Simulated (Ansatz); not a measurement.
Computed properties of CdTe

CdTe:
Space group Fm-3m (No. 225); a = b = c = 5.929 Å, α = β = γ = 90.00°

```json
[
 {"atom": "Cd", "site": "4a", "symmetry": "m-3m", "x": "0.0000", "y": "0.0000", "z": "0.0000"},
 {"atom": "Te", "site": "4b", "symmetry": "m-3m", "x": "0.5000", "y": "0.5000", "z": "0.5000"}
]
```
(The calculation used a cell of 2 atoms; values per cell refer to that cell.)

Space group Fm-3m (No. 225), rock salt; conventional cell a = 5.929 Å, b = 5.929 Å, c = 5.929 Å, α = 90.00°, β = 90.00°, γ = 90.00°.

Method: plane-wave PAW LDA (Ansatz code). The cell and atoms are relaxed at this level. Other levels are named where they apply.

**Cell and energy**

```json
{
 "volume_per_atom": "26.06 Å³",
 "density": "7.65 g/cm³",
 "Formation energy from the elements (no fitted shifts)": "-0.25 eV/atom"
}
```

**Electronic structure**

```json
{
 "electronic_character": "metallic (no gap)",
 "Density of states at the Fermi level": "0.58 states/eV per atom (mean over ±0.08 eV)"
}
```

**Mechanics**

```json
{
  "Bulk modulus (Birch–Murnaghan fit)": "623 kbar",
  "Pressure derivative B′": "5.0",
  "Elastic constants (relaxed ions, GPa)": "C11 = 114, C12 = 37.0, C44 = 18.5",
  "mechanical_stability": "stable (all eigenvalues of C positive)",
  "hill_bulk_and_shear_moduli": "62.5 and 24.8 GPa",
  "Young's modulus": "65.8 GPa",
  "Poisson's ratio": "0.32",
  "debye_temperature_from_the_elastic_constants": "203 K"
}
```

**Phonons**

```json
{
 "highest_zone_centre_frequency": "93 cm⁻¹",
 "zone_centre_stability": "no imaginary mode at Γ"
}
```

This is a known high-pressure phase of the composition, computed here at zero pressure and temperature. The LDA relaxation kept the symmetry of its start. As this level gives no gap, shear constants depend on the k-mesh and smearing (Fermi–Dirac, 0.1 eV here). As this level gives no gap, phonon frequencies hold no LO–TO term and depend on the k-mesh and smearing (Fermi–Dirac, 0.1 eV here). The references are the lowest solids computed at this level, not always the standard phases. Spin–orbit coupling is left out wherever it is not named.

Potentials: the later of the program's two PAW sets.
